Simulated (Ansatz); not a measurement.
One crystal and one scan (energy against volume) at two levels, PBE (plane waves to 420 eV, PAW, scalar-relativistic; Ansatz, a quantum-chemistry and plane-wave program) and r2SCAN (plane waves to 500 eV, PAW, scalar-relativistic; Ansatz), each from its own relaxed cell and on its own mesh.

The crystal is Al2Cu (Al2Cu type, space group I4/mcm); the cell is scaled evenly about its relaxed volume V₀.

The energy includes the smearing's −TS. Al2Cu is run without spin polarisation. Al2Cu was relaxed with its symmetry unable to fall. With the shape held, the modulus is that of even scaling; a crystal free to change shape is softer.

```tsv
quantity	run 1	run 2
Lattice constant a (Å)	6.059	6.006
Lattice constant c (Å)	4.874	4.790
Relaxed volume (Å³/atom)	14.91	14.40
Bulk modulus at fixed cell shape B₀ (third-order Birch-Murnaghan fit) (GPa)	99.6	113.5
```

**Question.** Which run is which level?

**Answer.** Run 1 is PBE, run 2 is r2SCAN. PBE gives the higher value for: lattice constant a; lattice constant c; relaxed volume. PBE gives the lower value for: bulk modulus at fixed cell shape B₀. Neither level is exact: the differences show how much the result hangs on the functional.

(Under strain, the slope of the energy per volume gives the stress and its curvature an elastic modulus.)
